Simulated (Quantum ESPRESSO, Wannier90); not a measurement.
Wannierisation of HfO₂ (P4₂/nmc)

```xyz
6
Lattice="3.5580 0.0000 0.0000 0.0000 3.5580 0.0000 0.0000 0.0000 5.1719" Properties=species:S:1:pos:R:3 pbc="T T T"
Hf     1.7790     1.7790     2.5859
Hf     0.0000     0.0000     0.0000
O      0.0000     1.7790    -1.5660
O      0.0000     1.7790     1.0199
O      1.7790     0.0000    -1.0199
O      1.7790     0.0000     1.5660
```

Structure: Materials Project mp-1018721, symmetrised, not relaxed again. Not found in the COD (Crystallography Open Database) copy used, which has the formula in other groups; not checked further. Method: PBEsol plane waves in Quantum ESPRESSO 7.5 (PseudoDojo norm-conserving files, 68 Ry, spinors with spin-orbit coupling), Bloch states on a 6×6×4 mesh through Γ, Wannier90 4.0.1. Density: 10×10×6 mesh, cold smearing 0.01 Ry.

A tight-binding model is made by disentanglement and projection with no localisation steps (num_iter = 0), so the 44 orbitals stay atom-like: hydrogen-like Hf: d; O: p, axes along x, y, z; frozen window up to 6.19 eV relative to the valence-band maximum. It follows pw.x to 0.8 meV rms for states up to 5.7 eV relative to the valence-band maximum. Matrix elements depend on this choice of orbitals and windows.

**Question.** What are the on-site energies relative to the valence-band maximum, and how fast do the hoppings decay?

**Answer.** 
```csv
atom,orbitals,energy (eV)
Hf1,dz2↑ dz2↓,5.03
Hf1,dxz↑ dxz↓ dyz↑ dyz↓,7.19
Hf1,dx2-y2↑ dx2-y2↓,7.69
Hf1,dxy↑ dxy↓,5.08
Hf2,dz2↑ dz2↓,5.03
Hf2,dxz↑ dxz↓ dyz↑ dyz↓,7.19
Hf2,dx2-y2↑ dx2-y2↓,7.69
Hf2,dxy↑ dxy↓,5.08
O3,pz↑ pz↓,-1.25
O3,px↑ px↓,-1.23
O3,py↑ py↓,-1.27
O4,pz↑ pz↓,-1.25
O4,px↑ px↓,-1.27
O4,py↑ py↓,-1.23
O5,pz↑ pz↓,-1.25
O5,px↑ px↓,-1.23
O5,py↑ py↓,-1.27
O6,pz↑ pz↓,-1.25
O6,px↑ px↓,-1.27
O6,py↑ py↓,-1.23
```

```tsv
distance of the centres (Å)	largest modulus (eV)
2–3	2.2
3–4	0.29
4–5	0.068
5–6	0.034
6–7	0.029
7–8	0.012
8–9	0.0053
9–10	0.0030
```

Effective spin-orbit constants λ of λ L·S, from the same-site elements px↑–py↑ (λ/2) and dx2-y2↑–dxy↑ (λ), where they are among the larger elements: Hf1 d 0.28 eV, Hf2 d 0.28 eV.
